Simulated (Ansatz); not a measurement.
Polymorphs of BeS, each relaxed with PBE (plane waves, PAW; program Ansatz):

A: CsCl type (Pm-3m)
a = b = c = 2.926 Å, α = β = γ = 90.00°

| atom | site | symmetry | x | y | z |
|---|---|---|---|---|---|
| Be | 1a | m-3m | 0.0000 | 0.0000 | 0.0000 |
| S | 1b | m-3m | 0.5000 | 0.5000 | 0.5000 |

B: wurtzite (P6_3mc)
a = b = 3.439 Å, c = 5.667 Å, α = β = 90.00°, γ = 120.00°

| atom | site | symmetry | x | y | z |
|---|---|---|---|---|---|
| Be | 2b | 3m. | 0.6667 | 0.3333 | 0.4996 |
| S | 2b | 3m. | 0.6667 | 0.3333 | 0.1254 |

C: NiAs type (P6_3/mmc)
a = 3.300 Å, b = 3.300 Å, c = 5.247 Å, α = 90.00°, β = 90.00°, γ = 120.00°

```
atom  site  symmetry       x       y       z
----  ----  --------  ------  ------  ------
Be      2a      -3m.  0.0000  0.0000  0.0000
S       2c      -6m2  0.3333  0.6667  0.2500
```

Q: Put the candidates in order of energy per atom at 0 K, lowest first, for PBE.

A: B (+0 meV/atom), C (+513 meV/atom), A (+1512 meV/atom)

Q: Give each one's gap.

A: A no gap; B 3.71 eV; C 1.44 eV.

Constructed cells (a structure type filled with these elements, in neither database checked): A. Typed or built starts, not in the databases checked: B; C. All cells were relaxed under the symmetry of their starts (and spin orders); stability against distortions was not tested throughout.

Energies hold the estimated change up to a 700 eV cutoff; steps of a few meV lie near the error of the meshes.

Potentials: the earlier of the program's two PAW sets.
